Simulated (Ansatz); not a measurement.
TiSi:
Space group Pnma (No. 62); a = 6.5057 Å, b = 3.6339 Å, c = 4.9904 Å, α = β = γ = 90.00°

| atom | site | symmetry | x | y | z |
|---|---|---|---|---|---|
| Ti | 4c | .m. | 0.1758 | 0.2500 | 0.1284 |
| Si | 4c | .m. | 0.0440 | 0.2500 | 0.6447 |

Relaxed with r²SCAN.

Tabulate the valence density and the electron localisation function along the shortest Ti–Si contact (2.56 Å), r²SCAN (plane waves, PAW; program Ansatz).



| distance from Ti (Å) | density (e/Å³) | ELF |
|---|---|---|
| 0.26 | 10.06 | 0.66 |
| 0.38 | 7.69 | 0.72 |
| 0.51 | 4.98 | 0.72 |
| 0.64 | 2.67 | 0.64 |
| 0.77 | 1.24 | 0.43 |
| 0.90 | 0.59 | 0.20 |
| 1.02 | 0.37 | 0.11 |
| 1.15 | 0.30 | 0.16 |
| 1.28 | 0.31 | 0.35 |
| 1.41 | 0.34 | 0.58 |
| 1.54 | 0.39 | 0.70 |
| 1.67 | 0.43 | 0.73 |
| 1.79 | 0.43 | 0.68 |
| 1.92 | 0.39 | 0.57 |
| 2.05 | 0.31 | 0.45 |
| 2.18 | 0.23 | 0.39 |
| 2.31 | 0.17 | 0.43 |

The density is the valence pseudo-density with augmentation charge, so density and ELF within about 1 Å of a nucleus are not all-electron values.

The workflow started from a Materials Project entry (that database holds measured and hypothetical structures alike); the Crystallography Open Database copy checked does not list it. COD files the formula under space group No. 25, so this cell is another polymorph or a model. Whether it is the stable phase at ambient conditions was not checked. The cell was relaxed with r²SCAN under the symmetry of its start; of distortions, only those at the zone centre were tested. The run is not spin-polarised.

Potentials: the earlier of the program's two PAW sets.
